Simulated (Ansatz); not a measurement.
InMo3C:
```
CELL_PARAMETERS angstrom
      4.17236     0.00000     0.00000
      0.00000     4.17236     0.00000
      0.00000     0.00000     4.17236
ATOMIC_POSITIONS crystal
  In 0.00000 0.00000 0.00000
  Mo 0.00000 0.50000 0.50000
  Mo 0.50000 0.00000 0.50000
  Mo 0.50000 0.50000 0.00000
  C  0.50000 0.50000 0.50000
```

Relaxed with PBEsol. Special points in fractions of this cell's reciprocal vectors: Γ (0.000, 0.000, 0.000); X (0.000, 0.500, 0.000); M (0.500, 0.500, 0.000); R (0.500, 0.500, 0.500).

Question: List the band energies nearest the Fermi level at these points for the program Ansatz at the PBEsol with spin–orbit coupling level (PAW).

Answer: In eV from the Fermi level; about four levels below and three above (degenerate sets whole), none deeper than 8.9 eV; points with the same levels are listed once.

| k | below | above |
|---|---|---|
| Γ | -2.12 -2.12 -2.12 -2.12 -1.95 -1.95 | 0.37 0.37 0.37 0.37 |
| X | -0.77 -0.77 -0.30 -0.30 | 0.20 0.20 0.30 0.30 |
| M | -1.19 -1.19 -1.16 -1.16 | 0.07 0.07 0.47 0.47 |
| R | -1.04 -1.04 -1.04 -1.04 | 1.07 1.07 1.07 1.07 |

Space group Pm-3m (anti-perovskite). The start of the workflow was typed in or built on a structure type; neither database checked (COD, Materials Project) lists it. Whether it is the stable phase at ambient conditions was not checked. The PBEsol relaxation kept the symmetry of its start; whether a distortion lowers the energy is not shown. No spin polarisation was allowed.

Potentials: the later of the program's two PAW sets.
